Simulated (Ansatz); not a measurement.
Input:

Ta3Ru:
```
Ta3Ru
1.0
    0.00000     3.17215     3.17215
    3.17215     0.00000     3.17215
    3.17215     3.17215     0.00000
Ta Ru
3 1
Direct
  0.25000   0.25000   0.25000
  0.75000   0.75000   0.75000
  0.50000   0.50000   0.50000
  0.00000   0.00000   0.00000
```

This is the LDA-relaxed structure.

Problem. All from LDA (plane waves, PAW; program Ansatz), unless another level is named. Estimate the highest zone-centre frequency.

Solution. 192 cm⁻¹.

Problem. What about the Poisson's ratio?

Solution. 0.33.

Space group Fm-3m. The workflow started from a Materials Project entry (that database holds measured and hypothetical structures alike); the Crystallography Open Database copy checked does not list it. With Ta and Ru taken as one species the cell has the higher symmetry Im-3m, so it may be an ordered model of a mixed-site phase. Its standing as an ambient phase is unchecked. The cell was relaxed with LDA under the symmetry of its start; its stability against distortions is not shown here. The run is not spin-polarised. As this level gives no gap, phonon frequencies hold no LO–TO term and depend on the k-mesh and smearing (Fermi–Dirac, 0.1 eV here). Spin–orbit coupling is left out wherever it is not named.

Potentials: the later of the program's two PAW sets.
